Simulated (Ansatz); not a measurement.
# A plane-wave run on BaAlP4

The input, for Ansatz 0.2.0 (plane waves, PAW):

```yaml
crystal:
  lattice:
    - [4.496313, 0.0, 0.0]
    - [2.248156, -7.905869, 0.0]
    - [0.0, 0.0, -6.340443]
  atoms:
    - { symbol: Ba, position: [0.85166, 0.29668, 0.4658] }
    - { symbol: Ba, position: [0.14834, 0.70332, 0.9658] }
    - { symbol: Al, position: [0.41447, 0.17106, 0.0] }
    - { symbol: Al, position: [0.58553, 0.82894, 0.5] }
    - { symbol: P, position: [0.3045, 0.391, 0.1955] }
    - { symbol: P, position: [0.6955, 0.609, 0.6955] }
    - { symbol: P, position: [0.3347, 0.3306, 0.735] }
    - { symbol: P, position: [0.6653, 0.6694, 0.235] }
    - { symbol: P, position: [0.4755, 0.049, 0.3108] }
    - { symbol: P, position: [0.5245, 0.951, 0.8108] }
    - { symbol: P, position: [0.9211, 0.1578, 0.0092] }
    - { symbol: P, position: [0.0789, 0.8422, 0.5092] }
  symmetry: { tolerance: 0.0003 }
kpoints:
  mp_grid: { grid: [7, 7, 5], shift: [0, 0, 0] }
  band_path:
    path:
      - [0.0, 0.0, 0.0]
      - [0.0, -0.5, 0.0]
      - [-0.45956813, -0.72978406, 0.0]
      - [-0.54043187, -0.27021594, 0.0]
      - [0.0, 0.0, 0.0]
      - [0.0, 0.0, 0.5]
      - [-0.54043187, -0.27021594, 0.5]
      - [-0.45956813, -0.72978406, 0.5]
      - [0.0, -0.5, 0.5]
      - [0.0, -0.5, 0.0]
      - [0.0, 0.0, 0.0]
    npoints: 6
magnetization:
  spin_polarized: false
scf:
  occupations: { method: fermi_dirac }
  lower_state_search: "off"
  max_iter: 200
hamiltonian:
  pseudopotentials: { kind: paw }
  xc: pbe
basis:
  ecutwfc: 420
  fft_grid_basis: typed
output:
  forces: true
  stress: true
  eigenvalues: true
  populations: true
  elf: true
  write_potential: true
  volumetric_format: npy
  dos:
    e_range: [-12, 8]
    de: 0.05
    projected: { site_lists: { Al: [Al], Ba: [Ba], P: [P] } }
checkpoint:
  read: saved_state
```

The saved state is an earlier solution for the same cell, perhaps on another mesh. 

Excerpt of what it printed:

```
Free energy (F): -19011.8794 eV
Harris-Foulkes:  -19011.8794 eV  (|F-HF|=7.86e-10)
Internal energy: -19011.6222 eV  (E = F + TS)
E sigma→0 (E₀):  -19011.7508 eV
Entropy (-TS):   -0.2573 eV (-21.438 meV/atom)
Fermi energy:    9.3130 eV
--- Per-component energies (eV) ---
  E_band       = 102.5353
  E_kinetic    = 981.5260
  E_local      = -821.1532  (includes V_loc(G=0)·N_el)
  E_nonlocal   = 418.6102
  E_hartree    = 248.9443
  E_xc         = -919.3780
  E_vxc        = -831.1879  (∫ρ·V_xc dr)
  E_paw        = -15945.8393  (= ΣΔE_a)
  E_vpaw       = -143.1480  (= ΣTr[D̂ρ^β])
  E_aug_tail   = 0.0000  (compensation charges beyond the density's cutoff)
  E_ewald      = -2974.3321
  E_smearing   = -0.2573  (= −TS)
--- Forces (eV/Å), atoms counted from 1 ---
  atom   1  Ba     0.0000     1.4150     0.4806
  atom   2  Ba     0.0000    -1.4150     0.4806
  atom   3  Al     0.0000     0.7519    -1.0652
  atom   4  Al     0.0000    -0.7519    -1.0652
  atom   5  P      0.0000    -2.2929    -1.4480
  atom   6  P      0.0000     2.2929    -1.4480
  atom   7  P      0.0000    -2.5242     1.3824
  atom   8  P      0.0000     2.5242     1.3824
  atom   9  P      0.0000    -1.5565     0.3314
  atom  10  P      0.0000     1.5565     0.3314
  atom  11  P      0.0000     0.3127     0.3188
  atom  12  P      0.0000    -0.3127     0.3188
--- Stress (GPa, compression-positive) ---
       21.2915       0.0000       0.0000
        0.0000      23.0097       0.0000
        0.0000       0.0000      28.3256
  P = ⅓ Tr σ = 24.2089 GPa (242.089 kbar)
--- Löwdin populations: 12 sites ---
  site symbol       q [e]
     0     Ba      8.2035
     1     Ba      8.2035
     2     Al      2.8697
     3     Al      2.8697
     4      P      5.4322
     5      P      5.4322
     6      P      5.4045
     7      P      5.4045
     8      P      5.1498
     9      P      5.1498
    10      P      5.1730
    11      P      5.1730
  spilling = 0.0232 (of n_electrons = 66.0000)
```

Total energies depend on the potentials used, so only differences within one code and one set of settings carry meaning.

Origin: a known structure type with other elements, at an estimated volume, so it need not be a known compound. Caveats: many states at the Fermi level without spin polarisation, so a magnetic state may lie lower; atoms or cell far from equilibrium.
